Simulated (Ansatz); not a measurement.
AlSiGeN:
```xyz
4
Lattice="1.7764 1.0256 6.0703 -1.7764 1.0256 6.0703 0.0000 -2.0513 6.0703" Properties=species:S:1:pos:R:3 pbc="T T T"
Al     0.0000     0.0000    17.8415
N      0.0000     0.0000    15.9562
Ge     0.0000     0.0000     9.3369
Si     0.0000     0.0000     6.9450
```

Relaxed with r²SCAN.

Task: Give the Bader charges and basin volumes of the independent atoms, DFT-r²SCAN in the program Ansatz with PAW potentials.

Result: 

```csv
atom,Bader charge (e),Bader volume (Å³)
Al1,+2.05,6.5
N2,-1.64,15.8
Ge3,+0.93,16.6
Si4,-1.33,27.5
```

Space group R3m. The start of the workflow was typed in or built on a structure type; neither database checked (COD, Materials Project) lists it. Whether it is the stable phase at ambient conditions was not checked. The r²SCAN relaxation kept the symmetry of its start; whether a distortion lowers the energy is not shown. Its formation energy is positive at this level, so the cell may be metastable or incomplete.

Potentials: the earlier of the program's two PAW sets.
